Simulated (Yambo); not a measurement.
**Tl3GaF6: sweep of GW parameters**

G0W0@LDA for Tl3GaF6 (space group Fm-3m, No. 225) in Yambo. Reference settings: 2×2×2 Γ-centred k mesh, 276 bands and a 7 Ry block in the screening, 276 bands in G with the Bruneval-Gonze terminator, plasmon pole fitted at 27.2 eV. The LDA gap X → X on this mesh is 3.70 eV; G0W0 gaps are taken between the same points.

```tsv
change from the reference	G0W0 gap X → X (eV)	shift of the valence edge (eV)	rough Yambo cost
reference settings	5.80	-1.18	1
81 bands in W, 81 bands in G	5.90	-0.89	about 1/3
wavefunctions cut at 20 Ry	5.77	-1.05	about 1/3
wavefunctions cut at 50 Ry	5.80	-1.18	about 1/2
81 bands in W, 81 bands in G, 4 Ry block	5.94	-0.98	about 1/4
114 bands in W, 114 bands in G, 4 Ry block	5.82	-1.03	about 1/3
217 bands in W, 217 bands in G, 4 Ry block	5.79	-1.17	within a factor of two
217 bands in W, 217 bands in G, 6 Ry block	5.80	-1.14	within a factor of two
2 Ry block	5.81	-1.41	within a factor of two
6 Ry block	5.79	-1.18	within a factor of two
81 bands in W, 81 bands in G, 3 Ry block, no terminator	5.94	-0.84	about 1/4
160 bands in W, 160 bands in G, no terminator	5.69	-0.79	within a factor of two
217 bands in W, 217 bands in G, 3 Ry block, no terminator	5.75	-1.11	within a factor of two
217 bands in W, 217 bands in G, no terminator	5.71	-0.92	within a factor of two
3 Ry block, no terminator	5.75	-1.16	within a factor of two
```

The reference isn't shown to be the converged limit. Costs are rough (shared machines), scaled to the same edge states, and given only for runs that recompute the screening. The mesh misses a band edge: along a dense path the LDA gap is 3.11 eV against 3.70 eV on the mesh.

Spin-orbit coupling is left out; with 6p states at a band edge it can lower the gap by many tenths of an eV, most of a small gap.

The standard potentials for Ga, Tl keep a d shell in the valence without the s and p states of that shell. In tests on such compounds this moved G0W0 gaps by up to about 0.9 eV, so absolute quasiparticle energies here are unreliable; differences between settings are what counts.

Geometry of the Materials Project entry, not relaxed at this level; primitive cell a = 6.3495 Å, b = 6.3495 Å, c = 6.3495 Å, α = 60.00°, β = 60.00°, γ = 60.00°.

The structure is a Materials Project entry; no match was found in the copy of COD used, and its stability was not checked.

A shift is the quasiparticle energy of the state minus its LDA energy.
